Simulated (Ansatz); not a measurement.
Sb:
```yaml
crystal:
  lattice:
    - [-4.04748, 4.04748, 4.04748]
    - [4.04748, -4.04748, 4.04748]
    - [4.04748, 4.04748, -4.04748]
  atoms:
    - { symbol: Sb, position: [0.00000, 0.25000, 0.50000] }
    - { symbol: Sb, position: [0.25000, 0.50000, 0.00000] }
    - { symbol: Sb, position: [0.50000, 0.00000, 0.25000] }
    - { symbol: Sb, position: [0.25000, 0.25000, 0.25000] }
```

Relaxed with PBE. Special points in fractions of this cell's reciprocal vectors: Γ (0.000, 0.000, 0.000); H (0.500, -0.500, 0.500); N (0.000, 0.000, 0.500); P (0.250, 0.250, 0.250).

Q: List the band energies nearest the Fermi level at these points for PBE with spin–orbit coupling (plane waves, PAW; program Ansatz).

A: In eV from the Fermi level; about four levels below and three above (degenerate sets whole), none deeper than 8.9 eV; points with the same levels are listed once.

```json
[
 {"k": "Γ", "below": "-1.01 -1.01 -1.01 -1.01", "above": "0.36 0.36 0.81 0.81 0.81 0.81"},
 {"k": "H", "below": "-0.55 -0.55 -0.14 -0.14", "above": "0.24 0.24 0.24 0.24"},
 {"k": "N", "below": "-0.95 -0.95 -0.56 -0.56", "above": "0.28 0.28 1.18 1.18"},
 {"k": "P", "below": "-0.52 -0.23 -0.23 -0.23", "above": "0.12 0.72 0.72 0.72"}
]
```

Space group I4_132. The start of the workflow was typed in or built on a structure type; neither database checked (COD, Materials Project) lists it. It is not the phase usual at ambient conditions (space group No. 166). The PBE relaxation kept the symmetry of its start; its stability against distortions is not shown here. The volume moved by 71 % from the start of the relaxation.

Potentials: the earlier of the program's two PAW sets.
